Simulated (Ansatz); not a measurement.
# Property card for two-dimensional TiBr2

TiBr2:
```xyz
6
Lattice="3.8113 0.0000 0.0000 0.0000 6.5979 0.0000 0.0000 0.0000 32.0000" Properties=species:S:1:pos:R:3 pbc="T T F"
Br     0.0000     4.3830    17.5379
Br     1.9056     5.5138    14.4621
Ti     0.0000     0.0000    16.0000
Br     1.9056     1.0841    17.5379
Br     0.0000     2.2149    14.4621
Ti     1.9056     3.2989    16.0000
```
The run is spin-polarised; directions of the spins, atom by atom: 0 0 ↑ 0 0 ↓.
The layer is periodic in x and y and isolated along z.

Method: plane-wave PAW r²SCAN+D4 (Ansatz code). Lattice and atoms are relaxed at this level; other levels are named.

### Structure

```json
{
  "In-plane lattice": "a = 3.811 Å, b = 6.598 Å",
  "distance_between_the_outermost_nuclei": "3.08 Å",
  "exfoliation_energy_from_the_relaxed_bulk_parent": "6.7 meV/Å²"
}
```

### Electronic structure

```json
{
 "band_gap": "0.85 eV (indirect)",
 "valence_band_maximum": "at X",
 "conduction_band_minimum": "at Γ",
 "Ionisation potential (Kohn–Sham)": "4.43 eV",
 "Electron affinity (Kohn–Sham)": "3.58 eV",
 "Electron effective mass, in the valley at Γ": "4.8 along x, 1.7 along y (mₑ)",
 "Hole effective mass, in the valley at X": "12 along x, 2.1 along y (mₑ)"
}
```

### Magnetism

```json
{
  "magnetic_order": "antiferromagnetic",
  "net_moment": "0.00 μB per atom"
}
```

Space group C2/m. The layer was cut from a bulk entry of the Crystallography Open Database; whether that bulk phase is the ambient one, and whether the layer has been isolated, was not checked. Symmetry was held in the r²SCAN+D4 relaxation, as lowered by the spin order; its stability against distortions is not shown here. The final state is antiferromagnetic, chosen from 2 collinear starts compared on coarse meshes (ties went to the first, and starts can fall back to one state), not a proven ground state. Other orbital occupations within this spin state were not tried. No Hubbard U is applied. Point labels and valley counts follow the cell and symmetry of the run, lower than the named group. Spin–orbit coupling is left out wherever it is not named.

Potentials: the later of the program's two PAW sets.
